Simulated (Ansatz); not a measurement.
Y$_{2}$Tl: reading a single point

```
CELL_PARAMETERS angstrom
5.41650 0.00000 0.00000
-2.70825 4.69083 0.00000
0.00000 0.00000 6.74826
ATOMIC_POSITIONS crystal
Y 0.33330 0.66670 0.75000
Y 0.66660 0.33330 0.25000
Tl 0.33330 0.66670 0.25000
Tl 0.66660 0.33330 0.75000
Y 0.00000 0.00000 0.00000
Y 0.00000 0.00000 0.50000
```

Single point in Ansatz 0.2.0 with PBE, no spin polarisation. Cutoff 420 eV, PAW datasets, 7×7×5 Γ-centred k mesh, methfessel-paxton filling (width 0.0805 eV).

Q: Which element gives electrons and which takes them?

A: Bader charges in e: Y +0.90 to +1.21, Tl -2.12. In the mean Y gives up most and Tl takes most.

Q: Is it stable against the elements?

A: -0.30 eV an atom against the elements' usual phases (free molecules for gases, crystals otherwise, with no correction for O₂ or N₂), so it is bound against them; other compounds may still compete. Relaxing would lower it.

Q: What do density and ELF say about some of the short contacts?

A: Y–Tl at 3.13 Å: least valence density 0.17 e/Å³ and ELF 0.19 there. Y–Y at 3.37 Å: least valence density 0.12 e/Å³ and ELF 0.16 there. Both are smooth PAW fields, read partly inside the augmentation spheres.

Q: Is there a gap?

A: It is a metal, with about 8.2 states/eV a cell as the mean within 0.25 eV of the Fermi level, mostly Y d (87 %).

Q: What does the stress say?

A: The pressure is 0.2 GPa (compression positive), so with the atoms held at these fractions the cell is close to zero pressure.

Origin: a known structure type with other elements, at an estimated volume, so it need not be a known compound. Caveats: many states at the Fermi level without spin polarisation, so a magnetic state may lie lower.
